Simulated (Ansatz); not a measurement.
Ba₂Cd

```yaml
crystal:
  lattice:
    - [-2.13600, 2.13600, 7.60000]
    - [2.13600, -2.13600, 7.60000]
    - [2.13600, 2.13600, -7.60000]
  atoms:
    - { symbol: Ba, position: [0.37000, 0.37000, 0.00000] }
    - { symbol: Ba, position: [0.63000, 0.63000, 0.00000] }
    - { symbol: Cd, position: [0.00000, 0.00000, 0.00000] }
```

Atom numbers follow the list: Ba1, Ba2, Cd3.

The cell is COD entry 1542138, as deposited and not checked against the literature; nothing was relaxed.

No spin–orbit coupling, which matters for the heavy atoms here.

Methods: DFT, PBEsol, all-electron LAPW, scalar-relativistic (Ansatz 0.2.0); DFT, PBEsol, PAW with Ansatz's default frozen-core files, scalar-relativistic (Ansatz 0.2.0).

For LAPW: a Γ-centred 14×14×14 k mesh, Fermi–Dirac smearing of 0.05 eV, basis error target 0.5 meV/atom, no spin polarisation. PAW takes a cutoff of 420 eV at this cell (files made with PBE, cores remade for this functional). The Ansatz runs share mesh, smearing and spin set-up. Values come from LAPW unless marked.

| Item | Value |
| --- | --- |
| Largest force | 0.006 eV/Å on Ba1 |
| Bader charges (from the PAW run) | Ba1 +0.65, Cd3 -1.29 e |
| Density of states at the Fermi level (0.2 eV bin) | 3.48 states/eV per cell |
| Pressure at this cell | -0.82 GPa |
| Löwdin charges (with 1.91 e of the cell spilling out of the atomic basis, so their sizes and signs hang on that basis) | Ba1 0.80, Cd3 0.31 e |
| Volume per atom | 46.23 Å³ |

Q: Stress xx, yy, zz (compression positive): what does the calculation give?

A: -0.85, -0.85, -0.76 GPa.

Q: Give the computed value. Band gap.

A: none: bands cross the Fermi level, a metal.
